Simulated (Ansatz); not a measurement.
**From the elastic tensor of CdF$_{2}$ at -3.3 GPa (stress–strain coefficients) to moduli and sound speeds**

Method: DFT LDA, scalar-relativistic, plane waves, PAW (Ansatz). Plane waves to 420 eV; Γ-centred k mesh 8×8×8; fixed occupations. No spin polarisation.

It takes space group Fm-3m (No. 225, cubic). The conventional cell has a = 5.346 Å, b = 5.346 Å, c = 5.346 Å, α = 90.00°, β = 90.00°, γ = 90.00°. Cd (site symmetry m-3m) is surrounded by 8 F at 2.31 Å. F (site symmetry -43m) is surrounded by 4 Cd at 2.31 Å.

The cell is the ideal cubic fluorite prototype.

Relaxed-ion constants (GPa, on the Cartesian axes of the calculation):
```
187.4  72.2  72.2   0.0   0.0   0.0
 72.2 187.4  72.2   0.0   0.0   0.0
 72.2  72.2 187.4   0.0   0.0   0.0
  0.0   0.0   0.0  21.9   0.0   0.0
  0.0   0.0   0.0   0.0  21.9   0.0
  0.0   0.0   0.0   0.0   0.0  21.9
```

Density 6.538 g/cm³; 3 atoms in 38.20 Å³.

The values that follow are for a polycrystal of randomly turned grains, by Hill's mean where one number stands. In a crystal this anisotropic the Voigt and Reuss bounds lie far apart, so Hill's mean and the sound speeds and Debye temperature from it are rough.

With S = C⁻¹: B_V = (C11+C22+C33+2(C12+C13+C23))/9, G_V = (C11+C22+C33−C12−C13−C23+3(C44+C55+C66))/15, 1/B_R = S11+S22+S33+2(S12+S13+S23), 15/G_R = 4(S11+S22+S33−S12−S13−S23)+3(S44+S55+S66); Hill is their mean. Then v_l = √((B+4G/3)/ρ), v_t = √(G/ρ), v_m = [(2/v_t³+1/v_l³)/3]^(−1/3) and Θ = (ħ/k_B)·v_m·(6π²n/V)^(1/3) for n atoms in the volume V; E = 9BG/(3B+G), ν = (3B−2G)/(2(3B+G)) and A^U = 5G_V/G_R + B_V/B_R − 6.

* Bulk modulus, Voigt / Reuss / Hill: 110.6 / 110.6 / 110.6 GPa
* Shear modulus, Voigt / Reuss / Hill: 36.2 / 29.1 / 32.6 GPa
* Young's modulus: 89 GPa
* Poisson ratio: 0.366
* Pugh ratio B/G: 3.39
* Universal anisotropy index: 1.21
* Longitudinal and transverse sound speeds: 4855 and 2234 m/s
* Debye temperature from the mean sound speed: 321 K

Cost: 1 run of about 0.85 core-minutes, on Intel Xeon Processor @ 2.50GHz (Skylake/Cascade Lake) (shared hosts).